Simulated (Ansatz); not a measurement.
InAgTe₂:
```cif
data_AgInTe2
_chemical_formula_sum 'In1 Ag1 Te2'
_space_group_name_H-M_alt 'P 1'
_space_group_IT_number 1
_cell_length_a 7.22282
_cell_length_b 7.22282
_cell_length_c 7.22282
_cell_angle_alpha 33.843
_cell_angle_beta 33.843
_cell_angle_gamma 33.843
loop_
_space_group_symop_operation_xyz
  'x, y, z'
loop_
_atom_site_label
_atom_site_type_symbol
_atom_site_fract_x
_atom_site_fract_y
_atom_site_fract_z
_atom_site_occupancy
In1 In 0.50000 0.50000 0.50000 1
Ag1 Ag 0.00000 0.00000 0.00000 1
Te1 Te 0.25429 0.25429 0.25429 1
Te2 Te 0.74571 0.74571 0.74571 1
```

Relaxed with PBEsol.

**Question.** Which orbitals make up the states near the Fermi level in DFT-PBEsol in the program Ansatz with PAW potentials?

**Answer.** Within 0.5 eV of the Fermi level: Te 5p 68 %, Ag 4d 9 %, In 5s 8 %, In 5p 7 %. Projections are on Löwdin-orthogonalised atomic valence shells; empty p or d shells of many metals are not among them.

**Question.** Tabulate the density of states.

**Answer.** States/eV per cell of 4 atoms, in 0.25 eV bins, energy from the Fermi level.

| E (eV) | total | Te 5p | Ag 4d | In 5p |
|---|---|---|---|---|
| -7.85 | 0.00 | 0.00 | 0.00 | 0.00 |
| -7.60 | 0.00 | 0.00 | 0.00 | 0.00 |
| -7.35 | 0.00 | 0.00 | 0.00 | 0.00 |
| -7.10 | 0.00 | 0.00 | 0.00 | 0.00 |
| -6.85 | 0.00 | 0.00 | 0.00 | 0.00 |
| -6.60 | 0.01 | 0.01 | 0.00 | 0.00 |
| -6.35 | 0.88 | 0.44 | 0.08 | 0.01 |
| -6.10 | 3.22 | 1.49 | 0.40 | 0.03 |
| -5.85 | 3.22 | 1.37 | 0.58 | 0.04 |
| -5.60 | 0.51 | 0.20 | 0.13 | 0.01 |
| -5.35 | 0.32 | 0.13 | 0.11 | 0.03 |
| -5.10 | 2.19 | 0.90 | 0.82 | 0.28 |
| -4.85 | 8.39 | 2.25 | 5.40 | 0.51 |
| -4.60 | 6.94 | 1.64 | 4.76 | 0.31 |
| -4.35 | 7.18 | 1.07 | 5.65 | 0.12 |
| -4.10 | 10.58 | 0.66 | 9.36 | 0.07 |
| -3.85 | 6.98 | 0.68 | 5.40 | 0.10 |
| -3.60 | 3.38 | 1.02 | 1.76 | 0.16 |
| -3.35 | 2.41 | 1.04 | 0.78 | 0.17 |
| -3.10 | 2.08 | 1.07 | 0.48 | 0.18 |
| -2.85 | 2.41 | 1.42 | 0.43 | 0.24 |
| -2.60 | 2.60 | 1.71 | 0.34 | 0.29 |
| -2.35 | 2.68 | 1.86 | 0.29 | 0.30 |
| -2.10 | 2.57 | 1.81 | 0.26 | 0.28 |
| -1.85 | 2.34 | 1.61 | 0.26 | 0.27 |
| -1.60 | 2.38 | 1.63 | 0.27 | 0.29 |
| -1.35 | 2.70 | 1.82 | 0.29 | 0.32 |
| -1.10 | 2.79 | 1.94 | 0.26 | 0.29 |
| -0.85 | 2.67 | 1.92 | 0.22 | 0.24 |
| -0.60 | 2.23 | 1.60 | 0.21 | 0.19 |
| -0.35 | 2.11 | 1.51 | 0.20 | 0.16 |
| -0.10 | 2.43 | 1.75 | 0.24 | 0.15 |
| 0.15 | 1.75 | 1.19 | 0.16 | 0.08 |
| 0.40 | 0.80 | 0.34 | 0.03 | 0.07 |
| 0.65 | 0.78 | 0.33 | 0.03 | 0.07 |
| 0.90 | 0.81 | 0.34 | 0.03 | 0.08 |
| 1.15 | 0.85 | 0.37 | 0.03 | 0.08 |
| 1.40 | 0.95 | 0.43 | 0.04 | 0.08 |
| 1.65 | 1.18 | 0.48 | 0.04 | 0.16 |
| 1.90 | 1.13 | 0.39 | 0.03 | 0.22 |
| 2.15 | 0.84 | 0.18 | 0.01 | 0.26 |
| 2.40 | 1.13 | 0.20 | 0.01 | 0.41 |
| 2.65 | 2.30 | 0.41 | 0.02 | 0.89 |
| 2.90 | 1.87 | 0.34 | 0.01 | 0.72 |
| 3.15 | 1.39 | 0.24 | 0.01 | 0.59 |
| 3.40 | 1.45 | 0.24 | 0.01 | 0.70 |
| 3.65 | 1.98 | 0.33 | 0.01 | 1.02 |
| 3.90 | 2.70 | 0.46 | 0.01 | 1.40 |
| 4.15 | 2.83 | 0.47 | 0.02 | 1.29 |
| 4.40 | 2.83 | 0.48 | 0.02 | 1.10 |
| 4.65 | 3.05 | 0.51 | 0.02 | 0.99 |

Space group R-3m. The workflow started from a Materials Project entry (that database holds measured and hypothetical structures alike); the Crystallography Open Database copy checked does not list it. COD files the formula under space group No. 122, so this cell is another polymorph or a model. With In and Ag taken as one species the cell has the higher symmetry Fm-3m, so it may be an ordered model of a mixed-site phase. Whether it is the stable phase at ambient conditions was not checked. Symmetry was held in the PBEsol relaxation; whether a distortion lowers the energy is not shown. The run is not spin-polarised. Spin–orbit coupling is left out wherever it is not named.

Potentials: the later of the program's two PAW sets.
